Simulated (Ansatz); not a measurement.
**A change and its effect: LaAs (Fm-3m)**

```
La As
1.0
     0.00000    3.02797    3.02797
     3.02797    0.00000    3.02797
     3.02797    3.02797    0.00000
La As
1 1
Cartesian
  3.0280 3.0280 3.0280
  0.0000 0.0000 0.0000
```

The cell was relaxed at 2 GPa.

The conventional cell has a = 6.056 Å, b = 6.056 Å, c = 6.056 Å, α = 90.00°, β = 90.00°, γ = 90.00°. La (atom 1) is surrounded by 6 As at 3.03 Å. Around As (atom 2) lie 6 La at 3.03 Å.

Unless marked otherwise, the numbers come from PBEsol, PAW on Ansatz 0.2.0's default frozen-core files (fitted under PBE), scalar-relativistic. k mesh 12×12×12, strains of ±0.005, Fermi-Dirac smearing of 0.050 eV, cutoff 420 eV. The cell was relaxed by PAW under this functional.

With these settings the run gives C11 = 188.7, C44 = 27.9 GPa and B_V = 79.0 GPa (relaxed ions).

**Question.** The run is repeated in the same cell with kpoints.mp_grid.grid from [12, 12, 12] to [6, 6, 6]. What moves, and by how much?

**Answer.** C11: -1.1 %; C44: -1.44 %; B_V: -0.47 %. These settings are too loose or unsuited for a converged value.

Keep in mind: frozen-core PAW files fitted under PBE, their cores solved anew for the functional of the run; responses of metals move with mesh and smearing; coarse k mesh.
